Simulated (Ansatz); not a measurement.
Relaxed SnSe2 (CdI2 type):

```yaml
crystal:
  lattice:
    - [7.65168, 0.00000, 0.00000]
    - [-1.91292, 3.31327, 0.00000]
    - [0.00000, 0.00000, 6.23092]
  atoms:
    - { symbol: Sn, position: [0.00000, 0.00000, 0.00000] }
    - { symbol: Sn, position: [0.50000, 0.00000, 0.00000] }
    - { symbol: Se, position: [0.16667, 0.66667, 0.25294] }
    - { symbol: Se, position: [0.66667, 0.66667, 0.25294] }
    - { symbol: Se, position: [0.33333, 0.33333, 0.74706] }
    - { symbol: Se, position: [0.83333, 0.33333, 0.74706] }
```

Scan: atom 1 (Sn, nearest neighbour Se at 2.713 Å; its periodic images, 3.8 Å or more away, move with it) is displaced towards the nearest neighbour, direction (0.000, 0.814, 0.581) in Cartesian axes, by s. The other atoms stay.

Computed with r2SCAN+rVV10 (plane waves to 500 eV, PAW, scalar-relativistic; Ansatz, a quantum-chemistry and plane-wave program). k mesh 4×8×5 (Γ-centred), Fermi-Dirac smearing 0.05 eV. E stands for the smeared free energy. Compression counts positive. Left out: 2 of 11 points, with atoms too close for the PAW data. As the smearing reaches across the gap at some points, energies and forces of such displacements shift with the k mesh and the smearing. SnSe2 was relaxed with its symmetry unable to fall. The zero of ΔE is the undisplaced structure.

| s (Å) | P (GPa) | ΔE (meV/cell) |
|---|---|---|
| -0.648 | 7.5 | 3055 |
| -0.486 | … | … |
| -0.324 | 1.4 | 544 |
| -0.162 | 0.3 | 124 |
| 0.000 | 0.0 | 0 |
| 0.162 | 0.3 | 124 |
| 0.324 | 1.4 | 544 |
| 0.486 | … | … |
| 0.648 | 7.5 | 3055 |

### Question
Fill in the missing entries.

### Answer

- -0.486, P (GPa): 3.6
- -0.486, ΔE (meV/cell): 1420
- 0.486, P (GPa): 3.6
- 0.486, ΔE (meV/cell): 1420

(A displaced cell: forces are minus the slopes of the energy, force constants its curvatures, and phonons follow from these.)
